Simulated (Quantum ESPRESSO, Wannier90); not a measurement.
**GaSb (wurtzite): Wannier90 run**

```
begin unit_cell_cart
ang
    4.3205199664    0.0000000000    0.0000000000
   -2.1602599832    3.7416800485    0.0000000000
    0.0000000000    0.0000000000    7.1329700000
end unit_cell_cart
begin atoms_frac
Ga  -0.3333333333  0.3333333333 -0.4993200000
Ga   0.3333333333 -0.3333333333  0.0006800000
Sb  -0.3333333333  0.3333333333 -0.1257800000
Sb   0.3333333333 -0.3333333333  0.3742200000
end atoms_frac
```

Structure: Materials Project mp-1018059, symmetrised, not relaxed again. Not found in the COD (Crystallography Open Database) copy used, which has the formula in other groups; not checked further. Computed values, not measurements, from PBEsol: Quantum ESPRESSO (norm-conserving PseudoDojo potentials, cutoff 64 Ry, spinors with spin-orbit coupling) on a Γ-centred 4×4×4 mesh, then Wannier90. Density: 12×12×6 mesh, cold smearing 0.01 Ry. With spin-orbit coupling a semilocal functional can close or falsely invert a small gap; the band order was not checked against a better method.

A tight-binding model is made by disentanglement and projection with no localisation steps (num_iter = 0), so the 32 orbitals stay atom-like: hydrogen-like Ga: s;p; Sb: s;p, axes along x, y, z; frozen window up to 3.00 eV relative to the Fermi level. It follows pw.x to 54 meV rms for states up to 1.0 eV relative to the Fermi level. Matrix elements depend on this choice of orbitals and windows.

The 30 largest hoppings ⟨m,0|H|n,R⟩ between different sites (one of each Hermitian pair; signs follow the real orbitals' lobes; the list may end inside a set of equal values):

| m | n | R | distance of the centres (Å) | t (eV) | Im t (eV) |
|---|---|---|---|---|---|
| Sb3 pz↑ | Ga1 pz↑ | 0 0 0 | 3.16 | 2.374 | 0.000 |
| Sb3 pz↓ | Ga1 pz↓ | 0 0 0 | 3.16 | 2.374 | 0.000 |
| Sb4 pz↑ | Ga2 pz↑ | 0 0 0 | 3.16 | 2.374 | 0.000 |
| Sb4 pz↓ | Ga2 pz↓ | 0 0 0 | 3.16 | 2.374 | 0.000 |
| Sb3 s↑ | Ga1 pz↑ | 0 0 0 | 2.96 | -2.096 | 0.000 |
| Sb3 s↓ | Ga1 pz↓ | 0 0 0 | 2.96 | -2.096 | 0.000 |
| Sb4 s↑ | Ga2 pz↑ | 0 0 0 | 2.96 | -2.096 | 0.000 |
| Sb4 s↓ | Ga2 pz↓ | 0 0 0 | 2.96 | -2.096 | 0.000 |
| Sb3 pz↑ | Ga1 s↑ | 0 0 0 | 2.88 | 2.007 | 0.000 |
| Sb3 pz↓ | Ga1 s↓ | 0 0 0 | 2.88 | 2.007 | 0.000 |
| Sb4 pz↑ | Ga2 s↑ | 0 0 0 | 2.88 | 2.007 | 0.000 |
| Sb4 pz↓ | Ga2 s↓ | 0 0 0 | 2.88 | 2.007 | 0.000 |
| Ga2 py↑ | Sb3 py↑ | 1 0 0 | 3.10 | 2.005 | 0.000 |
| Ga2 py↓ | Sb3 py↓ | 1 0 0 | 3.10 | 2.005 | 0.000 |
| Sb4 py↑ | Ga1 py↑ | 1 0 1 | 3.10 | 2.005 | 0.000 |
| Sb4 py↓ | Ga1 py↓ | 1 0 1 | 3.10 | 2.005 | 0.000 |
| Ga2 py↑ | Sb3 s↑ | 1 0 0 | 2.89 | -2.004 | 0.000 |
| Ga2 py↓ | Sb3 s↓ | 1 0 0 | 2.89 | -2.004 | 0.000 |
| Sb4 s↑ | Ga1 py↑ | 1 0 1 | 2.89 | 2.004 | 0.000 |
| Sb4 s↓ | Ga1 py↓ | 1 0 1 | 2.89 | 2.004 | 0.000 |
| Ga2 s↑ | Sb3 py↑ | 1 0 0 | 2.85 | 1.912 | 0.000 |
| Ga2 s↓ | Sb3 py↓ | 1 0 0 | 2.85 | 1.912 | 0.000 |
| Sb4 py↑ | Ga1 s↑ | 1 0 1 | 2.85 | -1.912 | 0.000 |
| Sb4 py↓ | Ga1 s↓ | 1 0 1 | 2.85 | -1.912 | 0.000 |
| Ga1 px↑ | Sb4 s↑ | 0 1 -1 | 2.79 | -1.736 | 0.002 |
| Ga1 px↓ | Sb4 s↓ | 0 1 -1 | 2.79 | -1.736 | -0.002 |
| Sb3 s↑ | Ga2 px↑ | 0 1 0 | 2.79 | 1.736 | 0.002 |
| Sb3 s↓ | Ga2 px↓ | 0 1 0 | 2.79 | 1.736 | -0.002 |
| Ga2 px↑ | Sb3 s↑ | 1 -1 0 | 2.79 | -1.736 | -0.002 |
| Ga2 px↓ | Sb3 s↓ | 1 -1 0 | 2.79 | -1.736 | 0.002 |
